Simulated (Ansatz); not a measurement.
Y:
```xyz
2
Lattice="3.6577 0.0000 0.0000 -1.8288 3.1677 0.0000 0.0000 0.0000 5.6802" Properties=species:S:1:pos:R:3 pbc="T T T"
Y      0.0000     2.1118     1.4200
Y      1.8288     1.0559     4.2601
```

Relaxed with PBE. Special points in fractions of this cell's reciprocal vectors: Γ (0.000, 0.000, 0.000); M (0.500, 0.000, 0.000); K (0.333, 0.333, 0.000); A (0.000, 0.000, 0.500); L (0.500, 0.000, 0.500); H (0.333, 0.333, 0.500).

### Question
List the band energies nearest the Fermi level at these points for PBE in the plane-wave PAW code Ansatz.

### Answer
In eV from the Fermi level; about four levels below and three above (degenerate sets whole), none deeper than 8.9 eV; points with the same levels are listed once.

```tsv
k	below	above
Γ	-4.64 -1.83	0.94 1.73 1.73
M	-1.67 -1.18 -0.80 -0.14	1.43 1.43 2.10
K	-0.70 -0.68 -0.68 -0.46	1.09 1.09 2.37
A	-3.20 -3.20	0.99 0.99 1.64 1.64 1.64 1.64
L	-1.63 -1.63	0.09 0.09 1.38 1.38
H	-0.38 -0.38 -0.37 -0.37	0.40 0.40 2.76 2.76
```

Space group P6_3/mmc (hcp (Mg type)). The PBE relaxation kept the symmetry of its start. The workflow began spin-polarised and lost its moments. Spin–orbit coupling is left out wherever it is not named.

Potentials: the earlier of the program's two PAW sets.
